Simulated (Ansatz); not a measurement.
Relaxed candidate structures of CrI3:

A. P6₃22 (No. 182), hP16; a = 6.811 Å, b = 6.811 Å, c = 14.204 Å, α = 90.00°, β = 90.00°, γ = 120.00°; I 12i (0.017, 0.333, 0.360); Cr 2b (0.000, 0.000, 0.250); Cr 2c (0.333, 0.667, 0.250); ferromagnetic

B. R-3, hexagonal axes (No. 148), hR8; a = b = 6.818 Å, c = 19.478 Å, α = β = 90.00°, γ = 120.00°; Cr 6c (0.000, 0.000, 0.334); I 18f (0.349, 0.002, 0.080); ferromagnetic

C. P-31m (No. 162), hP8; a = b = 6.804 Å, c = 6.634 Å, α = β = 90.00°, γ = 120.00°; I 6k (0.348, 0.348, 0.734); Cr 2d (0.333, 0.667, 0.500); ferromagnetic

Put the candidates in order of energy per atom, lowest first, for PBE-D3(BJ) (plane waves to 420 eV, PAW, scalar-relativistic; Ansatz, an electronic-structure program).

B (reference), C (+8 meV/atom), A (+26 meV/atom)

Give each candidate's band gap.

No candidate is metallic. A: 1.14 eV (no spin-orbit coupling); B: 1.08 eV (no spin-orbit coupling); C: 0.89 eV (no spin-orbit coupling).

Each run could gain symmetry but not lose that of its start, so entries can be saddle points. All of these are generated cells (placed on structure types, drawn at random, substituted or restacked) that were not matched to a known phase here. Each structure is listed in the lowest spin state found for it. The real structure of this composition may not be among these. Energies are at zero temperature and pressure, without zero-point motion. Spin states reached: ferromagnetic; spin orders were not searched systematically. Spin-orbit coupling is missing; with elements this heavy it can move band edges by tenths of an eV or more. Gaps of cells over 8 atoms come from the SCF mesh and high-symmetry points alone.
